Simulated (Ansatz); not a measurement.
BN:
```
BN
1.0
    2.49881     0.00000     0.00000
   -1.24941     2.16403     0.00000
    0.00000     0.00000     6.60091
B N
2 2
Direct
  0.33333   0.66667   0.25000
  0.66667   0.33333   0.75000
  0.33333   0.66667   0.75000
  0.66667   0.33333   0.25000
```

Relaxed with r²SCAN+D4.

Task: Decompose the optical modes at the zone centre into irreducible representations, and say which are infrared and Raman allowed.

Result: Point group 6/mmm: Γ_opt = A2u + 2B1g + E1u + 2E2g. Infrared: A2u, E1u. Raman: E2g.

Task: Assign frequencies (DFPT, plane-wave PAW r²SCAN+D4 (Ansatz code); without the LO–TO term).

Result: E2g 50, B1g 124, A2u 765, B1g 824, E1u 1373, E2g 1374 cm⁻¹.

Subscripts of B labels follow the axes of the standard setting.

Space group P6_3/mmc. The r²SCAN+D4 relaxation kept the symmetry of its start; phonons on a q-mesh show no instability.

Potentials: the later of the program's two PAW sets.
